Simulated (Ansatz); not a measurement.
Kick test of a cell of Al6O

It was reached by relaxing an invented guess, and it needn't be the stable form of this composition.

Theory: DFT PBE, scalar-relativistic, plane waves, PAW (Ansatz). Plane waves to 420 eV, a k mesh through Γ of 12×12×2 on the computed 7-atom cell and Gaussian smearing (0.10 eV); no spin polarisation.

The cell below (7 atoms, space group P3m1 (No. 156)) is relaxed within its symmetry.

```
CELL_PARAMETERS angstrom
2.88639 0.00000 0.00000
-1.44320 2.49969 0.00000
0.00000 0.00000 14.48804
ATOMIC_POSITIONS crystal
Al 0.33333 0.66667 0.06946
Al 0.00000 0.00000 0.86179
Al 0.66667 0.33333 0.69921
Al 0.00000 0.00000 0.38155
Al 0.33333 0.66667 0.54079
Al 0.66667 0.33333 0.22409
O 0.00000 0.00000 0.00410
```

For the test it was strained at random (σ = 1.5 % a component), the atoms were moved at random (σ = 0.05 Å), and all was relaxed again on a coarse 12×12×2 mesh (in the run’s order of axes) with 0.20 eV smearing, with no symmetry imposed.

Question: Is the structure stable against such a distortion?

Answer: It returns, within 1 meV/atom of the unmoved cell on that mesh and with the same symmetry when read at 0.1 Å (P1 at 0.01 Å, so small strains and shifts remain). No instability shows in this cell; modes of other wave vectors, which need another repeat, aren't tested.
